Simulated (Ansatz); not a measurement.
A generator proposed this cell of ZnReH.

```
Zn Re H
1.0
     3.04067    0.00000    0.00000
     0.00000    3.04067    0.00000
     0.00000    0.00000    4.25209
Zn Re H
1 1 1
Direct
  0.00000 0.00000 0.00000
  0.50000 0.50000 0.00000
  0.50000 0.50000 0.50000
```

All numbers below come from DFT PBE, scalar-relativistic, plane waves, PAW (Ansatz). Plane waves to 420 eV, a k mesh through Γ of 6×6×4 on the computed 3-atom cell and Gaussian smearing (0.10 eV); no spin polarisation.

Formation energies are uncorrected and refer to the elements' standard structures at the same level (H₂ as a molecule).

Problem. How far from equilibrium is it?

Solution. The pressure is 58.3 GPa (the mean over three directions, positive in compression), the largest force is 0.00 eV/Å (symmetry fixes the atoms), and the energy is +2.37 eV/atom against the elements. The shortest distance is 2.13 Å.

Problem. How much does it gain on relaxing, and where does it end?

Solution. Relaxing gains about 1.3 eV/atom (the start's value is from the coarse mesh, so the gain is rough) in 19 ionic steps and ends at +1.08 eV/atom on the finer mesh. The symmetry stays P4/mmm (No. 123). The volume per atom grows by 8.3 %, from 13.1 to 14.2 Å³. The shortest distance goes from 2.13 Å (Re–H) to 1.68 Å (Re–H). The ratio c/a of the conventional cell changes by a factor of 0.68. Conventional cell: a = 3.558 Å, c = 3.363 Å. Zn has 4 Re at 2.52 Å; Re has 2 H at 1.68 Å and 4 Zn at 2.52 Å; H is surrounded by 2 Re at 1.68 Å.

The last run used a 14×14×14 mesh for its 3-atom cell and Gaussian smearing of 0.10 eV. These runs have no spin–orbit coupling, which can matter for Re. With hydrogen, zero-point motion can shift formation energies by some tens of meV/atom. The relaxation can't lower the symmetry of the start. A structure relaxed within its symmetry needn't be a true minimum. Another cell of ZnReH relaxed alike but with spin, in P4/mmm, lies 0.58 eV/atom lower, so this cell isn't the stable form at this level.
